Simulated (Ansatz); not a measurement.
A geometry of ZnAg away from equilibrium: the start of the relaxation of a relaxed ZnAg cell with every coordinate shifted by Gaussian noise of σ = 0.45 Å. Level of theory: PBEsol (plane waves to 420 eV, PAW, scalar-relativistic; Ansatz, a program for electronic structure). Γ-centred k-mesh 11×11×9 on the run's cell (coarser than for final values), Fermi–Dirac smearing 0.05 eV.

```xyz
2
Lattice="2.9631 0.0000 0.0000 0.0000 2.9631 0.0000 0.0000 0.0000 3.4549" Properties=species:S:1:pos:R:3:forces:R:3 pbc="T T T" free_energy=-10802.938 pressure_GPa=7.4
Zn     1.8561     1.5056     1.4178   -1.3367   -0.8505    1.2238
Ag     0.0325    -0.1333    -0.1488    1.3367    0.8505   -1.2238
```

Positions in Å, forces in eV/Å, free energy of the cell in eV (comparable only within this code, potentials and settings). Largest force: 2.00 eV/Å, on Zn1, Ag2 (atoms numbered as listed); the geometry lies 0.17 eV/atom above the end of its relaxation.

No spin polarisation in the result.

The runs began from a structure in Materials Project; this end point is another cell, not compared with measured phases.
